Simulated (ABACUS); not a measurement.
A self-consistent single point of HfN (I4mm, 2 atoms in the cell; from Materials Project mp-2828, changed as shown) with ABACUS.

Computed with PBEsol, PseudoDojo 0.4 standard norm-conserving PBEsol (tails mended) pseudopotentials (plane waves; ABACUS).

The change in words: atom 2 moved by -0.08 angstrom along z. Reference geometry (Fm-3m):
```
CELL_PARAMETERS angstrom
      0.00000     2.24751     2.24751
      2.24751     0.00000     2.24751
      2.24751     2.24751     0.00000
ATOMIC_POSITIONS crystal
  Hf 0.00000 0.00000 0.00000
  N  0.50000 0.50000 0.50000
```

Reference input (self-consistent single point, DFT, PBEsol, plane waves, PseudoDojo 0.4 standard norm-conserving PBEsol (tails mended) pseudopotentials): KPT = Gamma 18 18 18 0 0 0; basis_type = pw; dft_functional = PBESOL; ecutwfc = 84 Ry; smearing_method = gaussian; smearing_sigma = 0.0146997 Ry; potentials = PseudoDojo 0.4 standard norm-conserving PBEsol (tails mended); symmetry = 1; ks_solver = dav_subspace; scf_nmax = 100; scf_thr = 1.0e-09 Ry; mixing_type = broyden. This run's input differs from it in these lines:

```diff
@@ -42,3 +42,3 @@
 1
-   2.2475130000    2.2475130000    2.2475130000 1 1 1
+   2.2475130000    2.2475130000    2.1675150223 1 1 1
 # file: KPT
```

Log, with long lists cut:

```
 SELF-CONSISTENT
 -------------------------------------------
                                 init_chg = atomic

 PW ALGORITHM --------------- ION=   1  ELEC=   1--------------------------------

 Density error is 0.485834199448
                          Error Threshold = 0.01
 E_KohnSham     -133.4673824826      -1815.9168989092
 E_Fermi        1.3871162396         18.8726846473

 PW ALGORITHM --------------- ION=   1  ELEC=   2--------------------------------

 Density error is 0.904463794225
                          Error Threshold = 0.00285784823205
 E_KohnSham     -133.5411552332      -1816.9206286734
   [... lines left out ...]

 Density error is 5.30665957961e-08
                          Error Threshold = 5.15394832214e-10
 E_KohnSham     -133.7132880324      -1819.2626155555
 E_Fermi        1.3863811831         18.8626836896

 PW ALGORITHM --------------- ION=   1  ELEC=   8--------------------------------

 Density error is 1.00314992409e-10
                          Error Threshold = 3.1215644586e-10
 E_KohnSham     -133.7132880390      -1819.2626156455
 E_KS(sigma->0) -133.7128271948      -1819.2563455389
 E_entropy(-TS) -0.0009216884        -0.0125402133
 E_Fermi        1.3863937223         18.8628542942
 charge density convergence is achieved
 final etot is -1819.2626156 eV
 EFERMI = 18.862854294 eV

 STATE ENERGY(eV) AND OCCUPATIONS    NSPIN == 1
   [... 16 lines left out ...]

 TOTAL-FORCE (eV/Angstrom)
                       Hf1         0.0000000000         0.0000000000        -0.9727007908
                        N1         0.0000000000         0.0000000000         0.9727007908

 TOTAL-STRESS (KBAR)
         4.7273010035         0.0000000000        -0.0000000000
         0.0000000000         4.7273010035        -0.0000000000
        -0.0000000000         0.0000000000        30.0149606835
 TOTAL-PRESSURE: 13.156521 KBAR

 --------------------------------------------
 !FINAL_ETOT_IS -1819.2626156455398814 eV
 --------------------------------------------
```

The run converged in 8 iterations. Against the reference run the free energy goes up by 19.4 meV/atom, the pressure goes from 0.42 to 1.32 GPa and the largest force goes from 0.000 to 0.973 eV/Å.

The structure comes from a collection of computed structures, made at another level of theory; the collection holds predicted forms beside known ones. Its lattice was then scaled.

Cost on one core: about 5 core-minutes (a rough figure).

“Tails mended”: in these copies of the files the far tail of each local potential was reset to the Coulomb form.
